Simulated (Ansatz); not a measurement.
Trial structures of HfGa2Te3: starts and ends

Computed with DFT PBE, scalar-relativistic, plane waves, PAW in Ansatz. Settings: cutoff 420 eV, Γ-centred meshes spaced at most about 0.3 Å⁻¹, and about 0.25 Å⁻¹ or finer for metals (2π included), Gaussian smearing. No spin polarisation in the final relaxations.

Each guess was relaxed in cell and atoms at zero pressure, within the symmetry of its start. These are static total energies at zero pressure. Coordination counts Te atoms around Ga and Hf (those within 1.25 times the shortest such distance or 1.15 times the sum of covalent radii; a plus sign parts nearer from farther groups; the shortest distance is added where it is long for a bond).

| guess | made from | start group | V start (Å³/atom) | end group | V end (Å³/atom) | coordination at the end | gap on mesh (eV) | E over the lowest end (meV/atom) |
| --- | --- | --- | --- | --- | --- | --- | --- | --- |
| 1 | ErCo3Ge2 type | P6mm | 24.8 | P6/mmm | 28.6 | Hf 6, Ga 6 | 0 | 690 |
| 2 | Tb2Al3Fe type | R-3m | 27.9 | R-3m | 31.5 | Hf 6, Ga 3 | 0 | 0 |
| 3 | Hf2Sb3Pd type | P-4m2 | 24.9 | P-4m2 | 24.8 | Hf 4+4, Ga 5+2 | 0 | 205 |
| 4 | random cell | I4/mmm | 30.1 | ? | ? | ? | ? | ? |
| 5 | TbB2Ir3 type | P6/mmm | 25.6 | P6/mmm | 29.2 | Hf 12 from 4.1 Å, Ga 6 | 0 | 852 |

Guess 4 as it starts:

```cif
data_structure
_symmetry_space_group_name_H-M 'P 1'
_symmetry_Int_Tables_number 1
_cell_length_a 6.7852
_cell_length_b 6.7852
_cell_length_c 6.7852
_cell_angle_alpha 129.624
_cell_angle_beta 129.624
_cell_angle_gamma 74.009
_cell_volume 180.74
loop_
_atom_site_label
_atom_site_type_symbol
_atom_site_fract_x
_atom_site_fract_y
_atom_site_fract_z
_atom_site_occupancy
Hf1 Hf 0.50000 0.50000 0.00000 1
Ga1 Ga 0.75000 0.25000 0.50000 1
Ga2 Ga 0.25000 0.75000 0.50000 1
Te1 Te 0.50000 0.00000 0.50000 1
Te2 Te 0.00000 0.50000 0.50000 1
Te3 Te 0.00000 0.00000 0.00000 1
```

Question: Predict the end of this guess and its energy over the lowest end.

Answer: It ends in space group I4/mmm (No. 139), with a = 5.861 Å, c = 12.392 Å, 35.5 Å³/atom and no gap. It lies 0.75 eV/atom over the lowest end, above guess 1 and below guess 5. Counting Te atoms around Ga and Hf, this end has Hf 4, Ga 2 from 3.1 Å and the lowest (guess 2) has Hf 6, Ga 3. This end holds Te–Te nets (shortest 2.93 Å); in the lowest (guess 2) the shortest Te–Te distance is 3.97 Å.

```
Hf Ga Te
1.0
    -2.93035    2.93035    6.19596
     2.93035   -2.93035    6.19596
     2.93035    2.93035   -6.19596
Hf Ga Te
1 2 3
Direct
  0.50000 0.50000 0.00000
  0.75000 0.25000 0.50000
  0.25000 0.75000 0.50000
  0.50000 0.00000 0.50000
  0.00000 0.50000 0.50000
  0.00000 0.00000 0.00000
```

Energies over the elements count from the elements' standard structures at the same level, with no fitted energy shifts.

Question: Is the lowest end bound against the elements?

Answer: Yes: its formation energy is −0.27 eV/atom. A negative formation energy is needed for stability but isn't enough: competing phases decide.

These runs have no spin–orbit coupling, which can matter for Hf and Te. A magnetic state wasn't ruled out in cells without spin, among them I4/mmm, P6/mmm at 29.2 Å³/atom. The reference form of Te is held partly by dispersion forces, which this level lacks. Cells relaxed within their symmetry can be saddle points. A lower structure may well exist outside this small set. Some structure types and database cells were kept out of the candidates from the start, so a known form may be missing.
